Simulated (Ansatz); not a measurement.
# Compressing Ti$_{3}$O$_{5}$: a fit and a missing row

Ti$_{3}$O$_{5}$, C2/m, a = 9.624 Å, b = 3.850 Å, c = 9.177 Å, β = 91.1°. The structure is a COD entry; whether it is the stable form wasn't checked. Ansatz: PBEsol, PAW, 420 eV, Γ-centred 10×10×4 mesh on 16 atoms, Gaussian smearing 0.10 eV; no spin polarisation. Shape and atoms are relaxed at each volume; pressure is positive in compression.

```tsv
V (Å³/atom)	P (GPa)
9.349	?
9.668	19.38
9.987	12.00
10.306	5.59
10.624	-0.01
10.943	-4.81
11.262	-8.93
11.687	-13.54
```

Take V0 = 10.624 Å³/atom, count pressures from its P0 = -0.01 GPa, fit the third-order Birch–Murnaghan form to the other rows, and predict the missing pressure.

With the Eulerian strain f = ½[(V0/V)^(2/3) − 1] and y = (P − P0)/[3f(1 + 2f)^(5/2)], the form is the line y = B0 + 1.5 B0 (B0′ − 4) f. Rows (f, y): 0.03244, 170.3; 0.02104, 171.6; 0.01023, 173.5; -0.00976, 172.2; -0.01907, 171.8; -0.03080, 171.7. Means f = 0.0006800, y = 171.85; Σ(Δf)² = 0.003004, ΣΔfΔy = -0.03650; the slope is their ratio. y = 171.9 − 12.15 f GPa, so B0 = 171.9 GPa and B0′ = 4 + 2 × (-12.15)/(3 × 171.9) = 3.95. At V = 9.349, f = 0.04448, y = 171.36 and P = 28.29 GPa. The run gave 27.87 GPa, so the fit is 0.42 GPa too high, 1 % of the span of the series, against an rms of 0.07 GPa on the fitted rows. The row lies outside the fitted range. The points of y bend away from a line: a fourth-order term fitted to them gives P = 27.83 GPa at this row's volume (the line 28.29, the run 27.87).

Spin polarisation was left out, and a magnetic state may lie lower.